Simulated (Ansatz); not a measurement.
GaO in space group P6_3/mmc (No. 194; Ga on 4f, O on 4f) at seven volumes, plane-wave PAW r²SCAN+D4 (Ansatz code), shape and atoms relaxed at each. One row is withheld.

```csv
V (Å³/atom),P (GPa)
11.557,10.19
11.938,5.73
12.319,2.39
12.700,0.00
13.081,-1.54
13.462,?
13.843,-2.65
```

**Question.** Fit the shown pressures and predict the withheld one.

**Answer.** Third-order Birch–Murnaghan: P = (3/2)B₀(x^(7/2) − x^(5/2))[1 + (3/4)(B′ − 4)(x − 1)] with x = (V₀/V)^(2/3). Least squares on the six rows gives V₀ = 12.709 Å³/atom, B₀ = 61.21 GPa, B′ = 13.32. At V = 13.462, x = 0.9624 and P = -2.31 GPa. The run itself gave -2.37 GPa.

The start of the workflow was typed in or built on a structure type; neither database checked (COD, Materials Project) lists it. Whether it is the stable phase at ambient conditions was not checked. The r²SCAN+D4 relaxation kept the symmetry of its start; whether a distortion lowers the energy is not shown.

Potentials: the earlier of the program's two PAW sets.
